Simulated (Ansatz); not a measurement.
SiC (zinc blende)

```xyz
2
Lattice="0.0000 2.1782 2.1782 2.1782 0.0000 2.1782 2.1782 2.1782 0.0000" Properties=species:S:1:pos:R:3 pbc="T T T"
C      3.2673     3.2673     3.2673
Si     0.0000     0.0000     0.0000
```

The atoms are displaced by Q × the pattern below (from a DFPT mode at Γ, largest move 1; Q in Å), at fixed cell. It is one choice among 3 degenerate patterns.

```tsv
atom	x	y	z
C1	0.000	0.000	-1.000
Si2	0.000	0.000	0.428
```

Computed with r2SCAN (plane waves to 500 eV, PAW, scalar-relativistic; Ansatz, a quantum-chemistry and plane-wave program). k mesh 13×13×13 (Γ-centred), Fermi-Dirac smearing 0.05 eV. SiC was relaxed with its symmetry unable to fall. 

```csv
Q (Å),−dE/dQ from forces (eV/Å)
-0.280,9.099
-0.233,8.110
-0.187,6.844
-0.140,5.347
-0.093,3.668
-0.047,1.866
0.000,0.000
0.047,-1.866
0.093,-3.668
0.140,-5.347
0.187,-6.844
0.233,-8.110
0.280,-9.099
```

What harmonic wavenumber does the curvature at Q = 0 give?

799 cm⁻¹. E″ = 40.21 eV/Å², M = Σ mᵢ|uᵢ|² = 17.1 u, ν̃ = 521.5·√(|E″|/M).

(A displaced cell: forces are minus the slopes of the energy, force constants its curvatures, and phonons follow from these.)
